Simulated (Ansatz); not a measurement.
Relaxed-ion elastic tensor of NaI (rock salt, space group No. 225) in GPa (Voigt order), LDA in the plane-wave PAW code Ansatz; density 4.06 g/cm³, 30.66 Å³ per atom.

```
44.4   9.0   9.0   0.0   0.0   0.0
 9.0  44.4   9.0   0.0   0.0   0.0
 9.0   9.0  44.4   0.0   0.0   0.0
 0.0   0.0   0.0   7.6   0.0   0.0
 0.0   0.0   0.0   0.0   7.6   0.0
 0.0   0.0   0.0   0.0   0.0   7.6
```

### Question
Is the crystal mechanically stable?

### Answer
Yes: the smallest eigenvalue of C is 7.6 GPa.

### Question
Work out the Voigt, Reuss and Hill averages.

### Answer
K_V = 20.8, K_R = 20.8, K_H = 20.8; G_V = 11.7, G_R = 9.9, G_H = 10.8 GPa.

### Question
Give Young's modulus, Poisson's ratio, Pugh's ratio and the universal anisotropy index.

### Answer
E = 9KG/(3K + G) = 27.5 GPa; ν = 0.28; K/G = 1.93 (ductile by the Pugh limit of 1.75); A_U = 5G_V/G_R + K_V/K_R − 6 = 0.91.

### Question
Estimate the sound speeds and the Debye temperature.

### Answer
v_l = √((K + 4G/3)/ρ) = 2940 m/s, v_t = √(G/ρ) = 1630 m/s, mean 1810 m/s; Θ = (h/k)(3n/4πV)^(1/3) v_m = 173 K.

### Question
Give the Zener ratio and Young's modulus along [100], [110] and [111].

### Answer
A = 2C44/(C11 − C12) = 0.43; 1/E = S11 − 2(S11 − S12 − S44/2)Γ with Γ = 0, 1/4, 1/3 gives 41.4, 23.3, 20.4 GPa.

### Question
Solve the Christoffel equation for the three sound speeds along [100], [110], [111].

### Answer
Eigenvalues of C_ijkl n_j n_l equal ρv². In km/s, slowest first: [100] 1.37, 1.37, 3.31; [110] 1.37, 2.09, 2.91; [111] 1.88, 1.88, 2.76.

Space group Fm-3m (rock salt). Symmetry was held in the LDA relaxation; phonons on a q-mesh show no instability. Scalar-relativistic: spin–orbit coupling is off unless named, which matters more the heavier the elements.

Potentials: the later of the program's two PAW sets.
